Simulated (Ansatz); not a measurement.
Given:

ZrGe2:
```
CELL_PARAMETERS angstrom
     -3.38671     3.38671     2.98177
      3.38671    -3.38671     2.98177
      3.38671     3.38671    -2.98177
ATOMIC_POSITIONS crystal
  Ge 0.74991 0.24991 0.99982
  Ge 0.75009 0.74991 0.50000
  Ge 0.24991 0.25009 0.50000
  Ge 0.25009 0.75009 0.00018
  Zr 0.25000 0.25000 0.00000
  Zr 0.75000 0.75000 0.00000
```

This is the PBE-relaxed structure.

Question: All from plane-wave PAW PBE (Ansatz code), unless another level is named. Give the electronic character.

Answer: metallic (no gap).

Question: What about the density of states at the Fermi level?

Answer: 0.52 states/eV per atom (mean over ±0.08 eV).

Question: Predict the formation energy from the elements (no fitted shifts).

Answer: -0.21 eV/atom.

Space group P4/mmm. The cell is a constructed one: a structure type filled with these elements; neither database checked (COD, Materials Project) lists it. COD files the formula under space group No. 63, so this cell is another polymorph or a model. Its standing as an ambient phase is unchecked. The cell was relaxed with PBE under the symmetry of its start; whether a distortion lowers the energy is not shown. The run is not spin-polarised. The references are the lowest solids computed at this level, not always the standard phases. Scalar-relativistic: spin–orbit coupling is off unless named, which matters more the heavier the elements.

Potentials: the later of the program's two PAW sets.
